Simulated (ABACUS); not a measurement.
A self-consistent single point of SnO (P4/nmm, 4 atoms in the cell; from Materials Project mp-2097, changed as shown).

```yaml
crystal:
  lattice:
    - [3.80094, 0.00000, 0.00000]
    - [0.00000, 3.80094, 0.00000]
    - [0.00000, 0.00000, 4.87056]
  atoms:
    - { symbol: Sn, position: [0.00000, 0.50000, 0.23537] }
    - { symbol: Sn, position: [0.50000, 0.00000, 0.76463] }
    - { symbol: O, position: [0.50000, 0.50000, 0.00000] }
    - { symbol: O, position: [0.00000, 0.00000, 0.00000] }
```

All values come from this method and carry its errors: PBEsol, PseudoDojo 0.4 standard norm-conserving PBEsol (tails mended) pseudopotentials (plane waves; ABACUS).

ABACUS settings:

KPT: Gamma 6 6 5 0 0 0
basis_type: pw
dft_functional: PBESOL
ecutwfc: 84 Ry
smearing_method: fd
smearing_sigma: 0.00146997 Ry
potentials: PseudoDojo 0.4 standard norm-conserving PBEsol (tails mended)
symmetry: 1
ks_solver: cg
scf_nmax: 100
scf_thr: 1.0e-09 Ry
mixing_type: broyden

Results:

| Quantity | Value |
|---|---|
| Number of valence electrons | 40 |
| Number of bands | 30 |
| Number of k-points after the program's reduction | 30 |
| Number of plane waves (most at a k-point) | 6207 |
| Number of SCF iterations | 11 |
| FFT grid | 45 × 45 × 54 |
| Free energy E − TS | -5178.8478 eV |
| Pressure | 0.38 GPa |
| Largest force (vector length) | 0.206 eV/Å |

Forces (eV/Å):
| atom | Fx | Fy | Fz |
|---|---|---|---|
| Sn1 | 0.000 | 0.000 | 0.206 |
| Sn2 | 0.000 | 0.000 | -0.206 |
| O3 | 0.000 | 0.000 | 0.000 |
| O4 | 0.000 | 0.000 | 0.000 |

Stress (GPa, positive for compression):
```
0.54  0.00  0.00
0.00  0.54  0.00
0.00  0.00  0.04
```

For comparison: a first run was changed to give this one (volume scaled by 0.99), and from it to this one the free energy hardly moves (within 1 meV/atom), the pressure goes from -0.57 to 0.38 GPa and the largest force goes from 0.065 to 0.206 eV/Å.

The structure comes from a collection of computed structures, made at another level of theory; the collection holds predicted forms beside known ones.

Cost on one core: very roughly 4 core-minutes.

“Tails mended”: in these copies of the files the far tail of each local potential was reset to the Coulomb form.
